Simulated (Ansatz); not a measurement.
B in space group I4_132 (No. 214; B on 8a) under volume change, the program Ansatz at the r²SCAN level (PAW), scaled uniformly.

```
V (Å³/atom)  E − E(relaxed) (meV/atom)     P (GPa)
-----------  -------------------------  ----------
11.355                            40.3       12.31
11.729                            17.1        7.66
12.103                      (withheld)  (withheld)
12.478                             0.0        0.01
12.852                      (withheld)  (withheld)
13.226                            14.3       -5.89
13.601                            31.0       -8.32
```

Question: Complete the blanks.

Answer: 
- 12.852, E − E(relaxed) (meV/atom): 3.7
- 12.852, P (GPa): -3.13
- 12.103, E − E(relaxed) (meV/atom): 4.1
- 12.103, P (GPa): 3.58

Question: What does a third-order Birch–Murnaghan fit give for V₀, B₀ and B′?

Answer: V₀ = 12.48 Å³/atom, B₀ = 112 GPa, B′ = 3.3.

The start of the workflow was typed in or built on a structure type; neither database checked (COD, Materials Project) lists it. It is not the phase usual at ambient conditions (space group No. 166). The cell was relaxed with r²SCAN under the symmetry of its start; whether a distortion lowers the energy is not shown.

Potentials: the earlier of the program's two PAW sets.
